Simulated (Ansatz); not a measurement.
Al$_{2}$O$_{3}$:
```cif
data_Al8O12
_chemical_formula_sum 'Al8 O12'
_space_group_name_H-M_alt 'P 1'
_space_group_IT_number 1
_cell_length_a 7.01808
_cell_length_b 4.79784
_cell_length_c 4.93881
_cell_angle_alpha 90.000
_cell_angle_beta 90.000
_cell_angle_gamma 90.000
loop_
_space_group_symop_operation_xyz
  'x, y, z'
loop_
_atom_site_label
_atom_site_type_symbol
_atom_site_fract_x
_atom_site_fract_y
_atom_site_fract_z
_atom_site_occupancy
Al1 Al 0.39074 0.25212 0.03100 1
Al2 Al 0.60926 0.74788 0.96900 1
Al3 Al 0.10926 0.24788 0.53100 1
Al4 Al 0.89074 0.75212 0.46900 1
Al5 Al 0.89074 0.24788 0.96900 1
Al6 Al 0.10926 0.75212 0.03100 1
Al7 Al 0.60926 0.25212 0.46900 1
Al8 Al 0.39074 0.74788 0.53100 1
O1 O 0.65408 0.10702 0.10195 1
O2 O 0.34592 0.89298 0.89805 1
O3 O 0.84592 0.39298 0.60195 1
O4 O 0.15408 0.60702 0.39805 1
O5 O 0.15408 0.39298 0.89805 1
O6 O 0.84592 0.60702 0.10195 1
O7 O 0.34592 0.10702 0.39805 1
O8 O 0.65408 0.89298 0.60195 1
O9 O 0.00000 0.04987 0.25000 1
O10 O 0.00000 0.95013 0.75000 1
O11 O 0.50000 0.45013 0.75000 1
O12 O 0.50000 0.54987 0.25000 1
```

Relaxed with r²SCAN.

### Question
Tabulate the valence density and the electron localisation function along the shortest Al–Al contact (2.65 Å), DFT-r²SCAN in the program Ansatz with PAW potentials.

### Answer


| distance from Al (Å) | density (e/Å³) | ELF |
|---|---|---|
| 0.27 | 0.05 | 0.01 |
| 0.40 | 0.06 | 0.00 |
| 0.53 | 0.08 | 0.01 |
| 0.66 | 0.12 | 0.03 |
| 0.80 | 0.16 | 0.07 |
| 0.93 | 0.18 | 0.09 |
| 1.06 | 0.19 | 0.10 |
| 1.19 | 0.20 | 0.10 |
| 1.33 | 0.20 | 0.10 |
| 1.46 | 0.20 | 0.10 |
| 1.59 | 0.19 | 0.10 |
| 1.72 | 0.18 | 0.09 |
| 1.86 | 0.16 | 0.07 |
| 1.99 | 0.12 | 0.03 |
| 2.12 | 0.08 | 0.01 |
| 2.25 | 0.06 | 0.00 |
| 2.39 | 0.05 | 0.01 |

The density is the valence pseudo-density with augmentation charge, so density and ELF within about 1 Å of a nucleus are not all-electron values.

Space group Pbcn. The workflow started from a Materials Project entry (that database holds measured and hypothetical structures alike); the Crystallography Open Database copy checked does not list it. It is not the phase usual at ambient conditions (space group No. 167). Symmetry was held in the r²SCAN relaxation; whether a distortion lowers the energy is not shown.

Potentials: the later of the program's two PAW sets.
